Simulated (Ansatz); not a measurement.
Consider a crystal of Sr₃BiB in space group Pm-3m (No. 221), with Sr on 3d; B on 1a; Bi on 1b. Recipe of this trial structure of Sr₃BiB: antiperovskite family, tilts a0a0a0 (A site Bi; B site B; X site Sr).

Theory: DFT PBE, scalar-relativistic, plane waves, PAW (Ansatz). Cutoff 420 eV, Γ-centred mesh, Gaussian smearing, no spin polarisation.

The zero of energy is the elements' standard structures at the same level; no fitted shifts are applied.

Task: Which cell and coordinates does it relax to?

Result:

Space group Pm-3m (No. 221). a = 5.520 Å, b = 5.520 Å, c = 5.520 Å, α = 90.00°, β = 90.00°, γ = 90.00°
```json
{"atom": "Sr", "site": "3d", "symmetry": "4/mm.m", "x": "0.5000", "y": "0.0000", "z": "0.0000"}
{"atom": "B", "site": "1a", "symmetry": "m-3m", "x": "0.0000", "y": "0.0000", "z": "0.0000"}
{"atom": "Bi", "site": "1b", "symmetry": "m-3m", "x": "0.5000", "y": "0.5000", "z": "0.5000"}
```

It has the antiperovskite type. Sr is surrounded by 2 B at 2.76 Å, 4 Bi at 3.90 Å and 8 Sr at 3.90 Å; around B lie 6 Sr at 2.76 Å; Bi has 12 Sr at 3.90 Å.

Task: And its energy and gap?

Result: The energy over the elements is −0.11 eV/atom and the gap on the 8×8×8 mesh of the 5-atom cell is 0 eV (a metal). Whether it is stable depends on the other phases of the system, which aren't compared here.

The last run used Gaussian smearing of 0.10 eV. Spin–orbit coupling, which can matter for Bi, is left out. A later test with randomly moved atoms came back to the same energy, though modes that don't fit the test's cell weren't probed.
